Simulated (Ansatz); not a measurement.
Cells of Ba relaxed with r2SCAN (plane waves to 500 eV, PAW, scalar-relativistic; Ansatz, a first-principles code), each with a space-group label. One label is wrong.

**A**, labelled P6/mmm (No. 191)
```
CELL_PARAMETERS angstrom
      7.31656     0.00000     0.00000
     -3.65828     6.33633     0.00000
      0.00000     0.00000     4.28891
ATOMIC_POSITIONS crystal
  Ba 0.00000 0.00000 0.00000
  Ba 0.33333 0.66667 0.50000
  Ba 0.66667 0.33333 0.50000
```

**B**, labelled I4₁/amd (No. 141)
```xyz
2
Lattice="-3.8086 3.8086 2.0642 3.8086 -3.8086 2.0642 3.8086 3.8086 -2.0642" Properties=species:S:1:pos:R:3 pbc="T T T"
Ba     0.0000     3.8086     1.0321
Ba     0.0000     0.0000     0.0000
```

**C**, labelled R-3m (No. 166)
```
CELL_PARAMETERS angstrom
     -2.53532     2.53532     2.53323
      2.53532    -2.53532     2.53323
      2.53532     2.53532    -2.53323
ATOMIC_POSITIONS crystal
  Ba 0.50000 0.50000 0.00000
```

**D**, labelled Fm-3m (No. 225)
```xyz
3
Lattice="0.0000 4.9400 4.9400 4.9400 0.0000 4.9400 4.9400 4.9400 0.0000" Properties=species:S:1:pos:R:3 pbc="T T T"
Ba     7.4100     7.4100     7.4100
Ba     2.4700     2.4700     2.4700
Ba     4.9400     4.9400     4.9400
```

Question: Which label is wrong, and what should it be (tolerance 0.01 Å)?

Answer: C: its symmetry is Im-3m (No. 229), cI2, bcc (W type); a = b = c = 5.0692 Å, α = β = γ = 90.00°.

Each run could gain symmetry but not lose that of its start, so entries can be saddle points. From databases, or of a type measured for this composition: Im-3m, cI2, bcc (W type); the others are generated cells (placed on structure types, drawn at random, substituted or restacked) that were not matched to a known phase here.

No spin polarisation in the result.
